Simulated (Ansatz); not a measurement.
# How far is PAW off for TaN?

```xyz
6
Lattice="5.1850 0.0000 0.0000 -2.5925 4.4903 0.0000 0.0000 0.0000 2.9371" Properties=species:S:1:pos:R:3 pbc="T T T"
Ta    0.0000    0.0000    0.0000
Ta    0.0000    2.9936    1.4685
Ta    2.5925    1.4968    1.4685
N     2.5925    0.0000    0.0000
N     1.2962    2.2452    0.0000
N    -1.2962    2.2452    0.0000
```

Atoms are numbered in the order listed.

The conventional cell has a = 5.185 Å, b = 5.185 Å, c = 2.937 Å, α = 90.00°, β = 90.00°, γ = 120.00°. Around Ta (atom 1) lie 6 N at 2.59 Å and 2 Ta at 2.94 Å. Ta (atom 2) has 6 N at 2.10 Å as nearest neighbours. N (atom 4) is surrounded by 4 Ta at 2.10 Å.

The cell comes from COD entry 1539256, which wasn't checked; take it as a given geometry. The listed cell was then made from it by scaling, straining or moving an atom.

No spin–orbit coupling, which matters for the heavy atoms here.

Levels of theory: DFT, LDA, PAW with Ansatz's default frozen-core files, scalar-relativistic (Ansatz 0.2.0); DFT, LDA, all-electron PAW with datasets made for the crystal, scalar-relativistic (Ansatz 0.2.0); DFT, LDA, all-electron LAPW, scalar-relativistic (Ansatz 0.2.0).

For PAW: a Γ-centred 5×5×8 k mesh, Fermi–Dirac smearing of 0.03 eV, cutoff 420 eV, no spin polarisation; the PAW files were made with PBE, and the program remakes their frozen cores for this functional. The crystal-made all-electron datasets (AE datasets) take a cutoff of 500 eV at this cell. LAPW targets a basis error of 0.5 meV/atom. The Ansatz runs share mesh, smearing and spin set-up. Plane-wave (PAW) pressures include the program's estimate of the Pulay term.

Stress and pressure are positive in compression.

No spin–orbit coupling: at heavy atoms the gradients can be off by tens of per cent for that reason.

In a metal, gradients converge slowly with the k mesh: the values move by tens of per cent from one mesh to another, at times in sign, so only the comparison on one mesh counts.

```
                             quantity     PAW  AE datasets    LAPW
                       pressure (GPa)   -8.56        -8.57   -8.57
                      stress xx (GPa)   -6.01        -5.99   -5.99
                      stress zz (GPa)  -13.67       -13.73  -13.73
field gradient Vzz at Ta1 (10²¹ V/m²)  -44.89       -45.24       –
field gradient Vzz at Ta2 (10²¹ V/m²)  -37.56       -34.77       –
```

PAW's pressure differs from the LAPW value by about 0.01 GPa or less.
